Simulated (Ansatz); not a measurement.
All numbers below come from DFT PBE, scalar-relativistic, plane waves, PAW in Ansatz. All cells share a 420 eV cutoff and Γ-centred k meshes spaced at most about 0.3 Å⁻¹ (about 0.25 or finer for metals, 2π included). No spin polarisation in the final relaxations.

Temperature and zero-point effects are left out.

Compare these two cells of SnP4, each relaxed at this level.

A.

```
Sn P
1.0
    -3.03624    3.03624    3.03624
     3.03624   -3.03624    3.03624
     3.03624    3.03624   -3.03624
Sn P
1 4
Direct
  0.00000 0.00000 0.00000
  0.50000 0.50000 0.50000
  0.50000 0.00000 0.00000
  0.00000 0.00000 0.50000
  0.00000 0.50000 0.00000
```

B.

```
Sn P
1.0
     5.08926    0.00000    0.00000
     0.00000    5.08926    0.00000
     0.00000    0.00000    5.08926
Sn P
1 4
Direct
  0.50000 0.50000 0.50000
  0.15588 0.15588 0.15588
  0.84412 0.84412 0.15588
  0.84412 0.15588 0.84412
  0.15588 0.84412 0.84412
```

Question: Which is lower in energy, and by how much?

Answer: B is lower, by 0.48 eV/atom. A has space group Im-3m (No. 229), 22.4 Å³/atom and no gap on its mesh; B has space group P-43m (No. 215), 26.4 Å³/atom and no gap. Counting P atoms around Sn (those within 1.25 times the shortest such distance or 1.15 times the sum of covalent radii, 1.27 where that leaves under three; the shortest distance is added where it exceeds 1.18 times the sum of covalent radii), A has Sn 8 and B has Sn 4 from 3.0 Å. B holds P–P units of three or more atoms (shortest 2.24 Å); in A the shortest P–P distance is 3.04 Å. The lower one is the more open, so pressure narrows the difference. Even the lower one lies +0.50 eV/atom against the reference forms of the elements (uncorrected), so neither is stable at this level. In A, Sn has 8 P at 2.63 Å; around P lie 2 Sn at 2.63 Å and 6 P at 3.04 Å. In B, around Sn lie 4 P at 3.03 Å; P has 3 P at 2.24 Å and 1 Sn at 3.03 Å. Both come from invented guesses. A third cell relaxed alike, in P4mm, lies 194 meV/atom below the lower of the two.

Cells relaxed within their symmetry can be saddle points.
